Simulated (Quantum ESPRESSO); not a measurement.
# Band energies of ScB2

```
CELL_PARAMETERS angstrom
      3.14541     0.00000     0.00000
     -1.57271     2.72400     0.00000
      0.00000     0.00000     3.53540
ATOMIC_POSITIONS crystal
  B  0.66667 0.33333 0.50000
  B  0.33333 0.66667 0.50000
  Sc 0.00000 0.00000 0.00000
```

LDA (Quantum ESPRESSO, PseudoDojo norm-conserving, 78 Ry, no spin-orbit coupling); path ΓMKΓALHA,LM,KH; energies in eV from the Fermi level.

```
k (1/Å)  point  band 4  band 5  band 6  band 7  band 8  band 9  band 10  band 11
-------  -----  ------  ------  ------  ------  ------  ------  -------  -------
0.00         Γ  -26.50  -11.44   -1.59   -0.87   -0.87   -0.48     4.01     4.01
0.63            -26.56  -10.16   -3.98   -1.86   -1.44   -0.04     3.49     3.62
1.15         M  -26.61   -7.53   -7.46   -1.93   -1.89   -0.45     3.35     3.60
1.38            -26.65   -7.43   -7.30   -2.93   -1.77    0.49     1.86     4.43
1.82         K  -26.71   -6.63   -6.63   -5.47   -0.55   -0.55     2.93     2.93
2.13            -26.72   -8.25   -5.58   -4.36   -1.47    0.90     2.18     2.54
2.84            -26.52  -11.12   -1.81   -1.69   -1.11   -0.21     3.85     3.92
3.15         Γ  -26.50  -11.44   -1.59   -0.87   -0.87   -0.48     4.01     4.01
3.60            -26.49  -10.81   -4.09   -0.38   -0.38    1.69     2.72     2.72
4.04         A  -26.48   -9.92   -5.78    0.47    0.47    2.00     2.00     2.36
4.35            -26.50   -9.75   -5.34   -1.25   -0.74    1.50     2.72     3.06
4.98            -26.59   -8.43   -5.49   -2.75   -2.74   -1.07     4.11     4.80
5.19         L  -26.59   -8.09   -6.05   -2.88   -2.11   -1.59     4.20     5.13
5.75            -26.78   -7.29   -6.59   -4.10   -1.56   -1.49     4.38     5.69
5.86         H  -26.83   -6.94   -6.94   -4.17   -1.50   -1.50     4.40     5.76
6.43            -26.61   -8.90   -4.19   -3.55   -2.94   -0.37     3.71     4.37
7.10            -26.49   -9.90   -5.74    0.21    0.27    2.20     2.21     2.26
7.19         A  -26.48   -9.92   -5.78    0.47    0.47    2.00     2.00     2.36
7.19         L  -26.59   -8.09   -6.05   -2.88   -2.11   -1.59     4.20     5.13
7.68            -26.61   -7.78   -6.98   -2.36   -1.78   -0.88     2.99     4.37
8.08         M  -26.61   -7.53   -7.46   -1.93   -1.89   -0.45     3.35     3.60
8.08         K  -26.71   -6.63   -6.63   -5.47   -0.55   -0.55     2.93     2.93
8.28            -26.73   -6.67   -6.67   -5.34   -0.72   -0.72     3.26     3.26
8.97         H  -26.83   -6.94   -6.94   -4.17   -1.50   -1.50     4.40     5.76
```

A metal at this level: along this path bands 7, 8, 9 cross the Fermi level.

Geometry of the Materials Project entry, not relaxed at this level.
